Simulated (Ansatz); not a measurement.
Ca (bcc (W type), Im-3m) at seven volumes, LDA in the plane-wave PAW code Ansatz, scaled uniformly. One row is withheld.

```csv
V (Å³/atom),P (GPa)
34.120,2.12
35.245,1.31
36.370,0.61
37.495,0.00
38.619,-0.52
39.744,?
40.869,-1.37
```

### Question
Fit the shown pressures and predict the withheld one.

### Answer
P = (3/2)B₀(x^(7/2) − x^(5/2))[1 + (3/4)(B′ − 4)(x − 1)] with x = (V₀/V)^(2/3). Least squares on the six rows gives V₀ = 37.501 Å³/atom, B₀ = 18.8 GPa, B′ = 3.80. At V = 39.744, x = 0.9620 and P = -0.98 GPa. The run itself gave -0.98 GPa.

This is a known high-temperature phase of the composition, computed here at zero pressure and temperature. Symmetry was held in the LDA relaxation; phonons on a q-mesh show no instability.

Potentials: the later of the program's two PAW sets.
